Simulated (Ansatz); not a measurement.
Q: Name crystals whose computed values (plane-wave PAW LDA (Ansatz code)) fall in these windows: Θ_D (K) 87 to 120; B₀ by P(V) fit (GPa) 41 to 54.

A: 

| crystal | Θ_D (K) | B₀ by P(V) fit (GPa) |
|---|---|---|
| In2Bi, P6_3/mmc (In on 2a, In on 2d, Bi on 2c) | 107 | 49.9 |
| AgI, zinc blende | 115 | 41.4 |
| Pb, hcp (Mg type) | 111 | 50.6 |
Others may fit too.

Not the usual ambient phase: Pb, hcp (Mg type). Standing as an ambient phase not checked: In2Bi, P6_3/mmc (In on 2a, In on 2d, Bi on 2c). All cells were relaxed under the symmetry of their starts (and spin orders); stability against distortions was not tested throughout. Rows with no word on spin ran without spin polarisation. Scalar-relativistic: spin–orbit coupling is off unless named, which matters more the heavier the elements.

Potentials: the later of the program's two PAW sets.
